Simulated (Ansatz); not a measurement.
ZnCu:
```cif
data_Cu8Zn8
_chemical_formula_sum 'Cu8 Zn8'
_space_group_name_H-M_alt 'Fd-3m :1'
_space_group_IT_number 227
_space_group_name_Hall 'F 4d 2 3 -1d'
_cell_length_a 5.82071
_cell_length_b 5.82071
_cell_length_c 5.82071
_cell_angle_alpha 90.000
_cell_angle_beta 90.000
_cell_angle_gamma 90.000
loop_
_atom_site_label
_atom_site_type_symbol
_atom_site_symmetry_multiplicity
_atom_site_Wyckoff_symbol
_atom_site_fract_x
_atom_site_fract_y
_atom_site_fract_z
_atom_site_occupancy
Cu1 Cu 8 b 0.50000 0.50000 0.50000 1
Zn1 Zn 8 a 0.00000 0.00000 0.00000 1
```
(The calculation used a cell of 4 atoms; values per cell refer to that cell.)

Relaxed with PBEsol.

Decompose the optical modes at the zone centre into irreducible representations, and say which are infrared and Raman allowed.

Point group m-3m: Γ_opt = T1u + 2T2g. Infrared: T1u. Raman: T2g.

Assign frequencies (DFPT, PBEsol in the plane-wave PAW code Ansatz).

T1u 154, T2g 158, T2g 214 cm⁻¹.

The start of the workflow was typed in or built on a structure type; neither database checked (COD, Materials Project) lists it. It is not the phase usual at ambient conditions (space group No. 221). Symmetry was held in the PBEsol relaxation; its stability against distortions is not shown here. No spin polarisation was allowed. As this level gives no gap, phonon frequencies hold no LO–TO term and depend on the k-mesh and smearing (Fermi–Dirac, 0.1 eV here).

Potentials: the earlier of the program's two PAW sets. The files were generated under PBE; for other functionals the program regenerates the frozen cores, and for LDA and PBEsol the local potential too.
